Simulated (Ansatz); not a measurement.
KTaO3 (cubic perovskite, Pm-3m), a = 4.0244 Å, b = 4.0244 Å, c = 4.0244 Å, α = 90.00°, β = 90.00°, γ = 90.00°.

Relaxed with PBE.

Problem. Which orbitals make up the states near the band edges in the program Ansatz at the PBE level (PAW)?

Solution. Top 1 eV of the valence band: O 2p 97 %. Bottom 1 eV of the conduction band: Ta 5d 89 %, O 2p 10 %. Projections are on Löwdin-orthogonalised atomic valence shells; empty p or d shells of many metals are not among them.

Problem. Tabulate the density of states.

Solution. States/eV per cell of 5 atoms, in 0.25 eV bins, energy from the valence-band maximum.

```csv
E (eV),total,O 2p,Ta 5d,O 2s
-7.87,0.00,0.00,0.00,0.00
-7.62,0.00,0.00,0.00,0.00
-7.37,0.00,0.00,0.00,0.00
-7.12,0.00,0.00,0.00,0.00
-6.87,0.00,0.00,0.00,0.00
-6.62,0.00,0.00,0.00,0.00
-6.37,0.00,0.00,0.00,0.00
-6.12,0.00,0.00,0.00,0.00
-5.87,0.00,0.00,0.00,0.00
-5.62,0.00,0.00,0.00,0.00
-5.37,2.36,1.64,0.46,0.01
-5.12,2.30,1.55,0.57,0.01
-4.87,2.33,1.62,0.52,0.03
-4.62,1.29,0.91,0.27,0.02
-4.37,1.44,1.03,0.30,0.02
-4.12,2.54,1.79,0.59,0.04
-3.87,3.40,2.37,0.82,0.04
-3.62,2.97,2.06,0.73,0.03
-3.37,3.43,2.44,0.80,0.03
-3.12,4.21,3.14,0.85,0.04
-2.87,4.86,3.66,0.99,0.03
-2.62,5.86,4.62,1.00,0.02
-2.37,3.41,2.81,0.45,0.02
-2.12,1.82,1.49,0.27,0.01
-1.87,2.00,1.70,0.20,0.02
-1.62,2.77,2.44,0.16,0.03
-1.37,3.55,3.28,0.12,0.02
-1.12,6.63,6.24,0.18,0.03
-0.87,6.50,6.22,0.11,0.02
-0.62,3.27,3.18,0.02,0.01
-0.37,2.80,2.76,0.01,0.00
-0.12,2.25,2.23,0.00,0.00
0.13,0.00,0.00,0.00,0.00
0.38,0.00,0.00,0.00,0.00
0.63,0.00,0.00,0.00,0.00
0.88,0.00,0.00,0.00,0.00
1.13,0.00,0.00,0.00,0.00
1.38,0.00,0.00,0.00,0.00
1.63,0.00,0.00,0.00,0.00
1.88,0.00,0.00,0.00,0.00
2.13,0.02,0.00,0.02,0.00
2.38,0.47,0.02,0.45,0.00
2.63,0.77,0.06,0.70,0.00
2.88,0.80,0.10,0.69,0.00
3.13,1.00,0.15,0.83,0.00
3.38,1.06,0.19,0.84,0.00
3.63,1.16,0.23,0.89,0.00
3.88,1.43,0.32,1.06,0.00
4.13,1.60,0.38,1.16,0.00
4.38,1.84,0.47,1.29,0.00
4.63,2.60,0.70,1.78,0.00
4.88,3.74,1.06,2.51,0.00
5.13,2.38,0.68,1.53,0.00
5.38,1.79,0.51,1.11,0.00
5.63,1.41,0.42,0.85,0.00
5.88,1.24,0.38,0.73,0.00
6.13,0.67,0.21,0.39,0.00
6.38,0.01,0.00,0.00,0.00
6.63,0.44,0.01,0.27,0.10
6.88,0.93,0.03,0.56,0.19
```

Symmetry was held in the PBE relaxation. At this level the phase is dynamically unstable (imaginary phonons). No spin polarisation was allowed. Scalar-relativistic: spin–orbit coupling is off unless named, which matters more the heavier the elements.

Potentials: the later of the program's two PAW sets.
